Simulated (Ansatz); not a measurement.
Mn3ZnN: do energies and stresses tell the same story?

All numbers below come from DFT PBEsol, scalar-relativistic, plane waves, PAW in Ansatz 0.2.0.

Cutoff 420 eV; k points 10×10×10 on the computed 5-atom cell (Γ-centred); Gaussian smearing, width 0.10 eV; collinear spin from starting moments 1.22 1.22 1.22 0 0 μB.

Relaxed cell: Pm-3m, a = 3.726 Å, b = 3.726 Å, c = 3.726 Å, α = 90.00°, β = 90.00°, γ = 90.00°, 5 atoms in the primitive cell. Whether it is the stable form of this composition wasn't checked.

Energies at zero smearing and pressures from the stress tensor, at volumes with shape and atoms relaxed:
```csv
V (Å³/atom),E − E(first) (meV/atom),P (GPa)
9.104,0.00,41.61
9.415,-67.98,28.61
9.725,-112.56,17.50
10.035,-137.18,8.04
10.346,-144.83,0.04
10.656,-138.08,-6.67
10.967,-119.37,-12.16
11.380,-79.98,-17.49
```

Question: Check P = −dE/dV between neighbouring volumes, and get the bulk modulus from the pressures alone.

Answer: With 1 eV/Å³ = 160.2 GPa:
```csv
middle V (Å³/atom),−ΔE/ΔV (GPa),mean P (GPa)
9.260,35.092,35.110
9.570,23.014,23.055
9.880,12.709,12.770
10.191,3.945,4.039
10.501,-3.482,-3.318
10.811,-9.660,-9.417
11.174,-15.250,-14.825
```

The two differ by 0.43 GPa at most. The mean of two end pressures misses the average over a step by about ΔV² P″/12, up to 0.19 GPa here; with that taken off 0.24 GPa remains. The stress is the derivative of the free energy, not of the energy at zero smearing, and with free energies 0.03 GPa remains. The largest site moment goes from 0.82 to 1.40 μB along the series, which bends P(V). Around V = 10.346 Å³/atom, the two neighbours give B = −V ΔP/ΔV = 10.346 × 14.71 / 0.621 = 245.2 GPa, against B0 = 242.3 GPa from the Birch–Murnaghan fit of the energies.

Moments started parallel, and an antiferromagnetic order may lie lower.

Only this magnetic start was tried.